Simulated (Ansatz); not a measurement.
TiO2:
Space group Pbca (No. 61); a = 5.135 Å, b = 9.188 Å, c = 5.454 Å, α = β = γ = 90.00°

```csv
atom,site,symmetry,x,y,z
Ti,8c,1,0.1382,0.3710,0.4055
O,8c,1,0.3171,0.4898,0.1491
O,8c,1,0.4646,0.2698,0.3900
```

Relaxed with r²SCAN. r²SCAN in the plane-wave PAW code Ansatz gives a gap of 2.74 eV.

What gap does HSE06 give on the same cell (Ansatz, PAW)?

3.87 eV, 1.13 eV more. The hybrid was solved on a coarser mesh and at special points; its gap is the smallest among all of these.

```
k  v1 r²SCAN  c1 r²SCAN  v1 HSE06  c1 HSE06
-  ---------  ---------  --------  --------
Γ       0.00       2.74      0.00      3.87
X      -0.18       3.03     -0.20      4.22
Z      -0.60       3.19         ?         ?
U      -0.68       3.32         ?         ?
Y      -0.19       2.90     -0.18      4.06
S      -0.29       3.13         ?         ?
T      -0.52       3.30     -0.54      4.54
R      -0.53       3.38         ?         ?
```

Top valence (v1) and lowest conduction level (c1) in eV from each method's valence maximum (which need not be a listed point): supply the withheld HSE06 values.


- Z, v1 HSE06: -0.61
- Z, c1 HSE06: 4.43
- S, v1 HSE06: -0.30
- S, c1 HSE06: 4.33
- R, v1 HSE06: -0.55
- R, c1 HSE06: 4.58
- U, v1 HSE06: -0.71
- U, c1 HSE06: 4.53

Cost on shared cores: the r²SCAN run (SCF on a 6×3×5 mesh, then bands and DOS) about 18 core-minutes (a rough figure), the HSE06 run (SCF on 3×2×3, then a few points) very roughly 23 core-minutes; the tasks are unlike.

Symmetry was held in the r²SCAN relaxation; of distortions, only those at the zone centre were tested. The run is not spin-polarised.

Potentials: the later of the program's two PAW sets.
